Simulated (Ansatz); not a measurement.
Given:

Zr₅Sb₃S:
```
Zr5Sb3S
1.0
    8.45595     0.00000     0.00000
   -4.22798     7.32307     0.00000
    0.00000     0.00000     6.09643
Zr Sb S
10 6 2
Direct
  0.33333   0.66667   0.50000
  0.66667   0.33333   0.50000
  0.66667   0.33333   0.00000
  0.33333   0.66667   0.00000
  0.74985   0.00000   0.25000
  0.25015   0.00000   0.75000
  0.74985   0.74985   0.75000
  0.25015   0.25015   0.25000
  0.00000   0.74985   0.25000
  0.00000   0.25015   0.75000
  0.39827   0.00000   0.25000
  0.60173   0.00000   0.75000
  0.39827   0.39827   0.75000
  0.60173   0.60173   0.25000
  0.00000   0.39827   0.25000
  0.00000   0.60173   0.75000
  0.00000   0.00000   0.50000
  0.00000   0.00000   0.00000
```

This is the r²SCAN-relaxed structure.

Problem. All from plane-wave PAW r²SCAN (Ansatz code), unless another level is named. Estimate the electronic character.

Solution. metallic (no gap).

Problem. Predict the density of states at the Fermi level.

Solution. 0.47 states/eV per atom (mean over ±0.08 eV).

Problem. Predict the formation energy from the elements (no fitted shifts).

Solution. -1.07 eV/atom.

Space group P6_3/mcm. The workflow started from a Materials Project entry (that database holds measured and hypothetical structures alike); the Crystallography Open Database copy checked does not list it. Whether it is the stable phase at ambient conditions was not checked. The r²SCAN relaxation kept the symmetry of its start; its stability against distortions is not shown here. No spin polarisation was allowed. The references are the lowest solids computed at this level, not always the standard phases. Scalar-relativistic: spin–orbit coupling is off unless named, which matters more the heavier the elements.

Potentials: the later of the program's two PAW sets.
